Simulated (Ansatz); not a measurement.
ZrN:
```yaml
crystal:
  lattice:
    - [3.16345, 0.00000, 0.00000]
    - [-1.58173, 2.73963, 0.00000]
    - [0.00000, 0.00000, 5.43907]
  atoms:
    - { symbol: Zr, position: [0.33333, 0.66667, 0.25000] }
    - { symbol: Zr, position: [0.66667, 0.33333, 0.75000] }
    - { symbol: N, position: [0.00000, 0.00000, 0.00000] }
    - { symbol: N, position: [0.00000, 0.00000, 0.50000] }
```

Relaxed with PBEsol.

Q: Map the electron localisation function on the plane through (0.333, 0.667, 0.250) spanned by u = [0, 0, 1] and v = [1, -1, 0] in lattice vectors, from plane-wave PAW PBEsol (Ansatz code).

A: x is the fraction of u, y of v (the angle between them is 90°; rows are the nearest grid lines); atoms in the plane: Zr at (0.00, 0.00), Zr at (0.50, 0.33), N at (0.75, 0.67), N at (0.25, 0.67).
```
|0289831112344554432111389820|
|1489831122334444332211389841|
|7899511123333333333211159987|
|7752135776432112346775312577|
|2212479998642112468999742122|
|0125899999862112689999985210|
|0148998789973113799878998410|
|1269973259984114899523799621|
|1269961038984114898301699621|
|1258998789963113699878998521|
|1147999999731001379999997411|
|1135789986311221136899875311|
|1123567642136776312467653211|
|2223344211489999841124433222|
|3333322113899889983112233333|
|5543321016995005996101233455|
|4433221015997227995101223344|
|2222211013899889983101122222|
|1111111001489999841001111111|
|4321001000147887410001001234|
|8862000100012442100010002688|
|8899610112222222222110169988|
|1489831112334444332111389841|
|0289831112344554432111389820|
```
Scale: ten equal steps from 0.030 (start of '0') to 0.827 (end of '9'), in the order '0123456789'; x runs from 0.000 to 1.00, y from 0.000 (bottom) to 1.00 (top).

The density is the valence pseudo-density with augmentation charge, so density and ELF within about 1 Å of a nucleus are not all-electron values.

Space group P6_3/mmc (NiAs type). The first step of the workflow began from a Materials Project structure, measured or hypothetical; the Crystallography Open Database copy checked does not list it. It is not the phase usual at ambient conditions (space group No. 225). Symmetry was held in the PBEsol relaxation; its stability against distortions is not shown here. No spin polarisation was allowed.

Potentials: the later of the program's two PAW sets.
